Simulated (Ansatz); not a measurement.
The cell is the one relaxed in the Materials Project (mp-1007760), not relaxed further here; entries there can be hypothetical.

Ge: DFT, PBEsol, PAW with Ansatz's default frozen-core files, scalar-relativistic (Ansatz 0.2.0).

Command: `ansatz run input.yaml --threads 1 --pin off --max-ram 6144MiB --backend cpu --events-out ev --progress --plain --runs-dir out` The run took 57 s on 1 thread of Arm Neoverse V2, on a shared host, peak memory 0.49 GiB.

```yaml
crystal:
  lattice:
    - [3.9975858431, 0.0, 0.0]
    - [-1.9987929216, 3.462010894, 0.0]
    - [0.0, 0.0, 6.59937795]
  atoms:
    - { symbol: Ge, position: [0.6666666667, 0.3333333333, 0.06290125] }
    - { symbol: Ge, position: [0.3333333333, 0.6666666667, 0.56290125] }
    - { symbol: Ge, position: [0.6666666667, 0.3333333333, 0.43709875] }
    - { symbol: Ge, position: [0.3333333333, 0.6666666667, 0.93709875] }
kpoints:
  mp_grid: { grid: [11, 11, 6] }
  band_path:
    path:
      - [0.0, 0.0, 0.0]
      - [0.5, 0.0, 0.0]
      - [0.3333333333, 0.3333333333, 0.0]
      - [0.0, 0.0, 0.0]
      - [0.0, 0.0, 0.5]
      - [0.5, 0.0, 0.5]
      - [0.3333333333, 0.3333333333, 0.5]
      - [0.0, 0.0, 0.5]
      - [0.5, 0.0, 0.5]
    npoints: 14
scf:
  occupations: { method: fermi_dirac, width: 0.05 }
hamiltonian:
  xc: pbesol
  pseudopotentials: { kind: paw }
output:
  forces: true
  stress: true
  eigenvalues: true
  efg: { contact_densities: true }
  populations: true
  bader: true
  dos: { projected: true, de: 0.2, e_range: [-14, 8] }
  write_density: true
  write_potential: true
  elf: true
  volumetric_format: npy
```

Output:

```
Engine: ansatz 0.2.0
Pseudopotentials: kind: paw
Pseudopotential: Ge, paw, valence charge 14, recommended cutoff 420 eV (normal)
Functional definition: PBEsol
  exchange = pbesol_x
  correlation = pbesol_c
Crystal: 4 atoms, lattice volume = 91.333 Å³
Basis set: ecut = 420 eV, 1763 PW (Γ), exchange–correlation on 54×54×90 points (8 copies of the dense FFT grid, shifted against one another)
Bands: 34, of which v1, the nominal top of the filled ones, is band 28 counted from 1 (27 counted from 0)
Symmetry: 24 space group operations
Space group: P63/mmc (ITA 194), of the structure as read, at distance tolerance 4.5e-5 Å
k-points: 64 of 726
Non-local potential: Ge, projectors of the file, l = 0: 2, l = 1: 2, l = 2: 3, l = 3: 1
PAW form: soft (Blöchl's): semilocal exchange-correlation on the pseudo side does not see the compensation charge
PAW frozen core: Ge, regenerated for the run's functional, and the local potential with it (the file was generated under x = pbe(κ = 0.804, μ = 0.2195149727645171), c = pbe(β = 0.06672455060314922))
PAW one-centre angular grid: Ge, 590 points (default); XC on 64 Gauss nodes
Initial density: superposition of atomic densities (neutral atoms: chi_scale 0, normalization atom), corrected by the library's trained network
Initial wavefunctions: pseudopotential atomic-orbital guess
Functional: x = pbesol(κ = 0.804, μ = 0.12345679012345678), c = pbesol(β = 0.046)
SCF iter   1: F=—  HF=-17013.926611 eV  |F-HF|=—  |Δ(HF+E_count)|=         —  Δρ=2.27e-3  dr2=5.52e-3  ethr=1.77e-3  ⟨swp⟩=6.1  Hψ=8381  notcnv=0
preconditioner: auto → Resta (q_TF=auto, 2.515 Å⁻¹)  ε∞=2.7  [insulator: Δε(μ)=0.157 eV  Ē_g=22.478 eV  σ=0.050 eV  W_gap=0.63  n_scr=22 (ndim 8)  ℏωp=29.1 eV  f_vac=0.070  D(μ)=0.14/eV (n_scr^D=0)  ε∞_Penn≈2.7]
SCF iter   2: F=—  HF=-17013.923135 eV  |F-HF|=—  |Δ(HF+E_count)|=   3.48e-3  Δρ=1.43e-3  dr2=2.01e-3  ethr=9.86e-6  ⟨swp⟩=2.0  Hψ=4462  notcnv=0  defer=1
SCF iter   3: F=—  HF=-17013.923269 eV  |F-HF|=—  |Δ(HF+E_count)|=   1.34e-4  Δρ=7.00e-4  dr2=2.03e-4  ethr=3.59e-6  ⟨swp⟩=2.0  Hψ=3914  notcnv=0  defer=1
SCF iter   4: F=—  HF=-17013.922987 eV  |F-HF|=—  |Δ(HF+E_count)|=   2.82e-4  Δρ=1.97e-4  dr2=2.44e-5  ethr=3.62e-7  ⟨swp⟩=2.0  Hψ=3914  notcnv=0  defer=1
SCF iter   5: F=—  HF=-17013.922933 eV  |F-HF|=—  |Δ(HF+E_count)|=   5.34e-5  Δρ=1.19e-4  dr2=6.14e-6  ethr=4.35e-8  ⟨swp⟩=2.0  Hψ=2449  notcnv=0  defer=1
SCF iter   6: F=—  HF=-17013.922931 eV  |F-HF|=—  |Δ(HF+E_count)|=   2.09e-6  Δρ=2.28e-5  dr2=2.31e-7  ethr=1.10e-8  ⟨swp⟩=2.0  Hψ=3860  notcnv=0  defer=1
SCF iter   7: F=-17013.922931 eV  HF=-17013.922931 eV  |F-HF|=1.09e-9  |Δ(HF+E_count)|=   2.09e-7  Δρ=1.14e-6  dr2=1.17e-9  ethr=1.79e-10  ⟨swp⟩=9.6  Hψ=14543  notcnv=0
SCF 1 converged in 7 iterations: F = -17013.922931 eV  dr2 = 1.17e-9
  greatest PAW one-centre occupation: 0.998 electrons in one spin orbital (limit 2), on the Ge atom at site 3 (counted from 0), in its partial waves of l = 2
NSCF: frozen V_eff on 113 k-points
SCF converged after 7 iterations
Free energy (F): -17013.922931 eV
Harris-Foulkes:  -17013.922931 eV  (|F-HF|=1.09e-9)
Internal energy: -17013.921691 eV  (E = F + TS)
E sigma→0 (E₀):  -17013.922311 eV
Entropy (-TS):   -0.001240 eV (-0.310 meV/atom)
Fermi energy:    8.394164 eV
--- Per-component energies (eV) ---
  E_band       = -610.612958
  E_kinetic    = 446.037635
  E_local      = -9927.353965  (includes V_loc(G=0)·N_el)
  E_nonlocal   = 1680.697772
  E_hartree    = 4351.172187
  E_xc         = -299.756594
  E_vxc        = -258.785771  (∫ρ·V_xc dr)
  E_paw        = -7916.666322  (= ΣΔE_a)
  E_vpaw       = -1253.556667  (= ΣTr[D̂ρ^β])
  E_aug_tail   = 0.001418  (compensation charges beyond the density's cutoff)
  E_ewald      = -5351.725568
  E_core_change = 3.671745  (= ΣΔE_core)
  E_smearing   = -0.001240  (= −TS)
  E_closure    = 0.000000  (closes the sum)
  Σ components = -17013.922931   (vs F -17013.922931, Δ=0.00e0)
--- Forces (eV/Å), atoms counted from 1 ---
  atom   1  Ge    -0.00000000     0.00000000     0.00003883
  atom   2  Ge     0.00000000    -0.00000000     0.00003883
  atom   3  Ge    -0.00000000     0.00000000    -0.00003883
  atom   4  Ge     0.00000000    -0.00000000    -0.00003883
  max |Σ_I F_I| component: 3.24e-17 eV/Å
--- Stress (GPa, compression-positive) ---
       -0.009825      -0.000000       0.000000
       -0.000000      -0.009825       0.000000
        0.000000       0.000000      -0.131489
  P = ⅓ Tr σ = -0.0504 GPa (-0.504 kbar)
--- PAW observables at the nuclei: V_zz in 10²¹ V/m², potentials from the cell's mean, atoms counted from 1 ---
  atom   1  Ge V_zz =    +0.784116   η = 0.0000   by run symmetry: allowed
            electrostatic potential = -4321.240916 V   contact ρ = 209849.065901 e/Å³
  atom   2  Ge V_zz =    +0.784116   η = 0.0000   by run symmetry: allowed
            electrostatic potential = -4321.240916 V   contact ρ = 209849.065901 e/Å³
  atom   3  Ge V_zz =    +0.784116   η = 0.0000   by run symmetry: allowed
            electrostatic potential = -4321.240916 V   contact ρ = 209849.065901 e/Å³
  atom   4  Ge V_zz =    +0.784116   η = 0.0000   by run symmetry: allowed
            electrostatic potential = -4321.240916 V   contact ρ = 209849.065901 e/Å³
--- Band table (eV; the first three rows and the last of 64) ---
  k-point 0: bands = ["-16.5097", "-16.5097", "-16.4716", "-16.4716", "-16.4713", "-16.4582", "-16.4459", "-16.4459", "-16.3938", "-16.3938", "-16.2696", "-16.2696", "-16.2562", "-16.2403", "-16.2363", "-16.2363", "-16.2184", "-16.2184", "-16.1886", "-16.1886", "-4.4146", "-2.3683", "0.7449", "6.8980", "6.8980", "8.2202", "8.2364", "8.3285", "8.5009", "8.5009", "10.6168", "10.6168", "11.1044", "12.9069"]
  k-point 1: bands = ["-16.5078", "-16.5078", "-16.4760", "-16.4760", "-16.4702", "-16.4588", "-16.4411", "-16.4411", "-16.3974", "-16.3974", "-16.2669", "-16.2669", "-16.2555", "-16.2417", "-16.2386", "-16.2386", "-16.2158", "-16.2158", "-16.1904", "-16.1904", "-4.3310", "-2.6346", "1.1803", "6.6708", "6.9717", "6.9717", "8.3228", "8.3228", "8.3264", "9.5153", "10.7948", "10.7948", "11.1854", "12.7120"]
  k-point 2: bands = ["-16.5024", "-16.5024", "-16.4849", "-16.4849", "-16.4671", "-16.4605", "-16.4308", "-16.4308", "-16.4066", "-16.4066", "-16.2602", "-16.2602", "-16.2532", "-16.2453", "-16.2443", "-16.2443", "-16.2096", "-16.2096", "-16.1952", "-16.1952", "-4.0832", "-3.1670", "2.2150", "5.0648", "7.1869", "7.1869", "7.9336", "7.9336", "8.5921", "9.4984", "11.2083", "11.2083", "12.2538", "12.2538"]
  k-point 63: bands = ["-16.5246", "-16.5246", "-16.5021", "-16.5021", "-16.4369", "-16.4369", "-16.3740", "-16.3740", "-16.3561", "-16.3561", "-16.3228", "-16.3228", "-16.2941", "-16.2941", "-16.2650", "-16.2650", "-16.1917", "-16.1917", "-16.1672", "-16.1672", "-1.3731", "-1.3731", "0.2652", "0.2652", "4.1568", "4.1568", "6.3257", "6.3257", "9.5794", "9.5794", "12.4973", "12.4973", "13.4748", "13.4748"]
--- Löwdin populations: 4 sites ---
  site symbol       q [e]
     0     Ge     13.9809
     1     Ge     13.9809
     2     Ge     13.9809
     3     Ge     13.9809
  spilling = 0.001361 (of n_electrons = 56.000000)
--- Bader charges: 4 sites ---
  site symbol  charge [e]  shift [e]
     0     Ge      0.0000     0.0000
     1     Ge      0.0000     0.0000
     2     Ge      0.0000     0.0000
     3     Ge      0.0000     0.0000
  estimated error of the sums over rays = 6.0e-5 e
```

populations.tsv:

```
# site	symbol	l	j	q
# orbitals = lowdin
# n_electrons = 56.000000
# spilling = 0.001361
0	Ge	0_4S	-	1.329109
0	Ge	1_4P	-	2.655463
0	Ge	2_3D	-	9.996371
1	Ge	0_4S	-	1.329109
1	Ge	1_4P	-	2.655463
1	Ge	2_3D	-	9.996371
2	Ge	0_4S	-	1.329109
2	Ge	1_4P	-	2.655463
2	Ge	2_3D	-	9.996371
3	Ge	0_4S	-	1.329109
3	Ge	1_4P	-	2.655463
3	Ge	2_3D	-	9.996371
```

bader_charges.tsv:

```
# site	symbol	x_ang	y_ang	z_ang	partial_charge_e	electrons	volume_ang3	relative_density_drop	shared_charge_e	partial_wave_shift_e
# quadrature_error_electrons = 6.0e-5
0	Ge	1.9988	1.1540	0.4151	0.00000	32.00000	22.83	-	0.00000	0.00000
1	Ge	0.0000	2.3080	3.7148	0.00000	32.00000	22.83	-	0.00000	0.00000
2	Ge	1.9988	1.1540	2.8846	0.00000	32.00000	22.83	-	0.00000	0.00000
3	Ge	0.0000	2.3080	6.1843	0.00000	32.00000	22.83	-	0.00000	0.00000
```
